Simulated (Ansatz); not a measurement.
### Question
Bulk modulus by a P(V) fit from LDA minus that from PBEsol (% of the latter), each on its own relaxed cell (Ansatz, a first-principles code, plane waves, PAW; no spin–orbit coupling, no Hubbard U), over 15 phases of the class «rare-earth compounds»: what sign and size do you expect?

### Answer
Mean 8 %, median 7 %, mean absolute 8 %; eight in ten lie between 5 and 11 %, and 100 % are above zero.

Some cases that may be named, with their rank among the 15 from the lowest: LaSi2, I4_1/amd (La on 4b, Si on 8e) 5 % (rank 1); LaB6, Pm-3m (La on 1a, B on 6f) 5 % (rank 2); LaBi, rock salt 7 % (rank 7); CeO2, fluorite 7 % (rank 8); LuBPd3, cubic perovskite 8 % (rank 12); La3In, Cu3Au type 11 % (rank 14).

The phases are those computed here (of each formula those with measured values and the lowest at some level), not a balanced benchmark, and neither functional is the truth. Pairs that end in unlike spin orders or unlike minima (c/a over 6 % apart, 30 % for weakly bound crystals), magnets with 4f shells, solids of gases and phases set aside for tests are left out.

1 hold 4f electrons in the valence, where a lower state may exist.

With the 4f shell in the valence, where a lower state may exist: CeO2, fluorite. Standing as an ambient phase not checked: LaSi2, I4_1/amd (La on 4b, Si on 8e); LaBi, rock salt; LuBPd3, cubic perovskite; La3In, Cu3Au type. All cells were relaxed under the symmetry of their starts (and spin orders); stability against distortions was not tested throughout. Named crystals with no word on spin ran without spin polarisation. No Hubbard U is applied. Scalar-relativistic: spin–orbit coupling is off unless named, which matters more the heavier the elements.

Potentials: the later of the program's two PAW sets.

Ansatz is a plane-wave DFT program.
